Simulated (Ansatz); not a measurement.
# In2Sb (P6_3/mmc), zone-centre modes

The calculation used Ansatz 0.2.0, DFT PBEsol, scalar-relativistic, plane waves, PAW. Cutoff 420 eV, Γ-centred 12×12×8 k-points, Gaussian smearing of 0.15 eV. No spin polarisation.

Zero of the scan (relaxed at this level; it needn't be the usual structure):

```
In Sb
1.0
     5.33333    0.00000    0.00000
    -2.66667    4.61880    0.00000
     0.00000    0.00000    6.39285
In Sb
4 2
Direct
  0.66667 0.33333 0.25000
  0.33333 0.66667 0.75000
  0.00000 0.00000 0.50000
  0.00000 0.00000 0.00000
  0.66667 0.33333 0.75000
  0.33333 0.66667 0.25000
```

Harmonic modes by finite displacements of 0.02 Å, without the LO–TO term.

Q: At this geometry, is the structure stable against these modes?

A: Yes: no mode is imaginary beyond 10 cm⁻¹, and only the three translations lie near zero.

Q: List the wavenumbers in cm⁻¹.

A: 0, 0, 0, 19, 27, 49, 49, 54, 54, 56, 70, 70, 102, 107, 107, 107, 115, 115.

Cost: 1 run of about 28 core-minutes, on Intel Xeon Processor @ 2.50GHz (Skylake/Cascade Lake) (shared hosts).